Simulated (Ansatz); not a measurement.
Trial structure of TiW₃, not yet relaxed:

Space group P-6m2 (No. 187). a = 2.869 Å, b = 2.869 Å, c = 9.296 Å, α = 90.00°, β = 90.00°, γ = 120.00°
```csv
atom,site,symmetry,x,y,z
Ti,1b,-6m2,0.0000,0.0000,0.5000
W,1a,-6m2,0.0000,0.0000,0.0000
W,2h,3m.,0.3333,0.6667,0.2500
```

All numbers below come from Ansatz 0.2.0, DFT PBE, scalar-relativistic, plane waves, PAW. Cutoff 420 eV; k points 6×6×2 on the computed 4-atom cell (Γ-centred); Gaussian smearing, width 0.10 eV; no spin polarisation.

Energies over the elements count from the elements' standard structures at the same level, with no fitted energy shifts.

Question: Estimate its pressure, forces and energy as it stands.

Answer: The pressure is 0.1 GPa (the mean over three directions, positive in compression), the largest force is 0.24 eV/Å, and the energy is +0.46 eV/atom against the elements. The shortest distance is 2.85 Å.

Question: Is it a good guess?

Answer: A fair one: relaxing gains under 0.1 eV/atom (the start's value is from the coarse mesh, so the gain is rough) in 8 ionic steps and ends at +0.42 eV/atom on the finer mesh. The symmetry stays P-6m2 (No. 187). The volume per atom stays near 16.6 Å³. The shortest distance goes from 2.85 Å (Ti–W and W–W) to 2.79 Å (Ti–Ti and W–W). Conventional cell: a = 2.785 Å, c = 9.869 Å. Ti has 6 Ti at 2.79 Å and 6 W at 2.95 Å; W on a site of symmetry -6m2 has 12 W at 2.79–2.94 Å; W on a site of symmetry 3m has 9 W at 2.79–2.94 Å and 3 Ti at 2.95 Å.

The last run used an 18×18×6 mesh (in the run's order of axes) for its 4-atom cell and Gaussian smearing of 0.10 eV. Spin–orbit coupling, which can matter for W, is left out. The relaxation can't lower the symmetry of the start, and the grade says only how near the guess is to its own end. A structure relaxed within its symmetry needn't be a true minimum. Another cell of TiW3 relaxed alike, in Cmmm, lies 0.45 eV/atom lower, so this cell isn't the stable form at this level.
